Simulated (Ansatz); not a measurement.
**YMg5: energy from the work of forces and stress**

```
CELL_PARAMETERS angstrom
5.73250 0.00000 0.00000
-2.86625 4.96449 0.00000
0.00000 0.00000 5.15119
ATOMIC_POSITIONS crystal
Y 0.00000 0.00000 0.50000
Mg 0.00000 0.63834 0.00000
Mg 0.63834 0.00000 0.00000
Mg 0.36166 0.36166 0.00000
Mg 0.66667 0.33333 0.50000
Mg 0.33333 0.66667 0.50000
```

Level of theory: DFT PBEsol, scalar-relativistic, plane waves, PAW (Ansatz).

Cutoff 420 eV; k points 9×9×8 on the computed 6-atom cell (Γ-centred); Gaussian smearing, width 0.10 eV; no spin polarisation.

At the start the stress (GPa, compression positive, xx yy zz yz xz xy) is -0.68 -0.68 -0.69 0.00 0.00 0.00 and the forces (eV/Å) are Y1 (0.00, 0.00, 0.00); Mg2 (0.02, -0.03, 0.00); Mg3 (-0.04, 0.00, 0.00); Mg4 (0.02, 0.03, 0.00); Mg5 (0.00, 0.00, 0.00); Mg6 (0.00, 0.00, 0.00). Each variant moves atoms by u and then strains the cell by ε, so an atom ends at (r + u)(1 + ε); shears are tensor components, each standing twice in ε. The starting volume is 146.60 Å³.

Variant 1: strain (xx yy zz yz xz xy, %) 1.78 1.78 -1.22 0.00 0.00 0.00, moves (Å) Mg2 (-0.042, 0.073, 0.000); Mg3 (0.085, 0.000, 0.000); Mg4 (-0.042, -0.073, 0.000). There the stress is -2.06 -2.06 0.34 0.00 0.00 0.00 GPa and the forces (eV/Å) are Y1 (0.00, 0.00, 0.00); Mg2 (0.11, -0.19, 0.00); Mg3 (-0.22, 0.00, 0.00); Mg4 (0.11, 0.19, 0.00); Mg5 (0.00, 0.00, 0.00); Mg6 (0.00, 0.00, 0.00).

Variant 2: strain (xx yy zz yz xz xy, %) -0.11 -0.11 -1.61 0.00 0.00 0.00, moves (Å) Mg2 (0.177, -0.306, 0.000); Mg3 (-0.354, 0.000, 0.000); Mg4 (0.177, 0.306, 0.000). There the stress is 1.21 1.21 -1.00 0.00 0.00 0.00 GPa and the forces (eV/Å) are Y1 (0.00, 0.00, 0.00); Mg2 (-0.11, 0.20, 0.00); Mg3 (0.23, 0.00, 0.00); Mg4 (-0.11, -0.20, 0.00); Mg5 (0.00, 0.00, 0.00); Mg6 (0.00, 0.00, 0.00).

Variant 3: strain (xx yy zz yz xz xy, %) 0.49 0.49 -2.51 0.00 0.00 0.00, moves (Å) Mg2 (0.055, 0.349, 0.000); Mg3 (0.275, -0.222, 0.000); Mg4 (-0.330, -0.127, 0.000). There the stress is 0.12 0.12 3.89 0.00 0.00 0.00 GPa and the forces (eV/Å) are Y1 (0.00, 0.00, 0.00); Mg2 (-0.01, -0.64, 0.00); Mg3 (-0.55, 0.33, 0.00); Mg4 (0.56, 0.31, 0.00); Mg5 (0.00, 0.00, 0.00); Mg6 (0.00, 0.00, 0.00).

Variant 4: strain (xx yy zz yz xz xy, %) -0.85 -0.85 2.15 0.00 0.00 0.00, moves (Å) Mg2 (-0.106, 0.184, 0.000); Mg3 (0.212, 0.000, 0.000); Mg4 (-0.106, -0.184, 0.000). There the stress is -0.35 -0.35 -0.42 0.00 0.00 0.00 GPa and the forces (eV/Å) are Y1 (0.00, 0.00, 0.00); Mg2 (0.22, -0.39, 0.00); Mg3 (-0.45, 0.00, 0.00); Mg4 (0.22, 0.39, 0.00); Mg5 (0.00, 0.00, 0.00); Mg6 (0.00, 0.00, 0.00).

**Question.** Estimate each change of free energy from forces and stresses by the trapezoid rule along the path (r + tu)(1 + tε), t from 0 to 1, and compare with the computed change.

**Answer.** The derivative of the energy along the path is −F·u(1 + tε) for the atoms and −V σ(1 + tε)⁻¹ : ε for the cell, with F, σ and V taken at t (σ positive in compression; 1 eV/Å³ = 160.2 GPa). Averaging t = 0 and t = 1 gives, in meV per atom:
```json
{"variant": "1", "work on atoms": "5.6", "work on cell": "7.2", "sum": "12.8", "computed": "13.0"}
{"variant": "2", "work on atoms": "16.8", "work on cell": "-2.0", "sum": "14.8", "computed": "21.5"}
{"variant": "3", "work on atoms": "58.7", "work on cell": "6.6", "sum": "65.3", "computed": "72.4"}
{"variant": "4", "work on atoms": "25.5", "work on cell": "0.5", "sum": "26.0", "computed": "23.6"}
```

The rule is exact for a quadratic energy surface and overshoots a term ct³ by c/2, so the difference between the last two columns measures the net anharmonic part along the path (terms of opposite sign can cancel, and the finite basis adds a little): 1 to 31 % here.